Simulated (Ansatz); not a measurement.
AlRu:
```
CELL_PARAMETERS angstrom
      2.95378     0.00000     0.00000
      0.00000     2.95378     0.00000
      0.00000     0.00000     2.95378
ATOMIC_POSITIONS crystal
  Al 0.00000 0.00000 0.00000
  Ru 0.50000 0.50000 0.50000
```

Relaxed with LDA. Special points in fractions of this cell's reciprocal vectors: Γ (0.000, 0.000, 0.000); X (0.000, 0.500, 0.000); M (0.500, 0.500, 0.000); R (0.500, 0.500, 0.500).

### Question
List the band energies nearest the Fermi level at these points for LDA (plane waves, PAW; program Ansatz).

### Answer
In eV from the Fermi level; about four levels below and three above (degenerate sets whole), none deeper than 8.9 eV; points with the same levels are listed once.

```
k                    below           above
-  -----------------------  --------------
Γ              -3.80 -3.80  0.20 0.20 0.20
X  -5.53 -2.96 -1.68 -1.68  0.48 2.41 7.45
M  -1.36 -1.36 -1.24 -1.24  1.61 5.50 6.62
R        -4.83 -4.83 -4.83  1.71 1.71 2.72
```

Space group Pm-3m (CsCl type). The cell was relaxed with LDA under the symmetry of its start; of distortions, only those at the zone centre were tested. The run is not spin-polarised. Scalar-relativistic: spin–orbit coupling is off unless named, which matters more the heavier the elements.

Potentials: the later of the program's two PAW sets.
